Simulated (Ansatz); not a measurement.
## Relaxation of AgAu$_{2}$

All numbers below come from Ansatz 0.2.0, DFT PBEsol, scalar-relativistic, plane waves, PAW. Settings: 420 eV cutoff, 14×14×14 k-mesh, Gaussian smearing of 0.10 eV, no spin polarisation.

What was changed: 1 of 3 Au sites taken by Ag, cell and atoms relaxed.

Spin–orbit coupling is left out, which can shift energies with elements as heavy as these.

Command:

```bash
ansatz run input.yaml --threads 1 --pin off --max-ram 2560MiB --backend cpu --events-out ev --progress --plain --runs-dir out
```

Input:

```yaml
crystal:
  lattice:
    - [3.2365264255, 0.0, 0.0]
    - [0.0, 3.2365264255, 0.0]
    - [-1.6182632128, -1.6182632128, 4.8547896383]
  atoms:
    - { symbol: Ag, position: [0.0, 0.0, 0.0] }
    - { symbol: Au, position: [0.3333333333, 0.3333333333, 0.6666666667] }
    - { symbol: Au, position: [0.6666666667, 0.6666666667, 0.3333333333] }
basis:
  ecutwfc: 420
kpoints:
  mp_grid: { grid: [14, 14, 14] }
hamiltonian:
  xc: pbesol
scf:
  occupations: { method: gaussian, width: 0.1 }
output:
  forces: true
  stress: true
  eigenvalues: true
  write_density: true
  write_potential: true
  elf: true
  volumetric_format: npy
relax:
  adjacent_minimum: "off"
  f_tol: 0.015
  max_steps: 60
  cell: { stress_tol: 0.15 }
```

F is the free energy. Steps run on the plane waves of an earlier cell, but the last one, and at times one on the way, on a freshly chosen basis, so a repeated geometry can differ a little in energy.

Steps:

| step | F − F(1) (eV) | largest force component (eV/Å) | V (Å³/atom) | P (GPa) |
| --- | --- | --- | --- | --- |
| 1 | 0.0000 | 0.063 | 16.951 | 0.00 |
| 2 | -0.0003 | 0.048 | 16.951 | -0.08 |
| 3 | -0.0006 | 0.008 | 16.942 | 0.02 |
| 4 | -0.0010 | 0.018 | 16.943 | 0.02 |
| 5 | -0.0018 | 0.025 | 16.936 | 0.09 |
| 6 | -0.0050 | 0.023 | 16.915 | 0.27 |
| 7 | -0.0154 | 0.011 | 16.937 | -0.03 |
| 8 | -0.0393 | 0.038 | 16.860 | 0.35 |
| 9 | -0.0621 | 0.032 | 16.796 | 0.05 |
| 10 | -0.0621 | 0.030 | 16.780 | 0.04 |
| 11 | -0.0622 | 0.000 | 16.796 | -0.05 |
| 12 | -0.0838 | 0.000 | 16.796 | 0.80 |
| 13 | -0.1048 | 0.110 | 16.823 | 0.40 |
| 14 | -0.1082 | 0.018 | 16.993 | -1.32 |
| 15 | -0.1105 | 0.005 | 16.796 | 0.47 |
| 16 | -0.1109 | 0.002 | 16.849 | -0.03 |
| 17 | -0.1110 | 0.002 | 16.849 | -0.02 |

Relaxed structure:

```yaml
crystal:
  lattice:
    - [2.86153, 0.00000, 0.00000]
    - [0.00000, 2.86153, 0.00000]
    - [-1.43076, -1.43076, 6.17295]
  atoms:
    - { symbol: Ag, position: [0.00000, 0.00000, 0.00000] }
    - { symbol: Au, position: [0.33447, 0.33447, 0.66894] }
    - { symbol: Au, position: [0.66553, 0.66553, 0.33106] }
```

The structure is tetragonal, space group I4/mmm (No. 139). The conventional cell has a = 2.862 Å, b = 2.862 Å, c = 12.346 Å, α = 90.00°, β = 90.00°, γ = 90.00°. Ag (site symmetry 4/mmm) is surrounded by 4 Ag at 2.86 Å and 8 Au at 2.88 Å. Au (site symmetry 4mm) has 8 Au at 2.86 to 2.91 Å and 4 Ag at 2.88 Å as nearest neighbours.

The run converged. The run took 4.4 min on 1 thread of Intel(R) Xeon(R) Platinum 8124M CPU @ 3.00GHz (Skylake/Cascade Lake), with other jobs on the host, peak memory 0.65 GiB.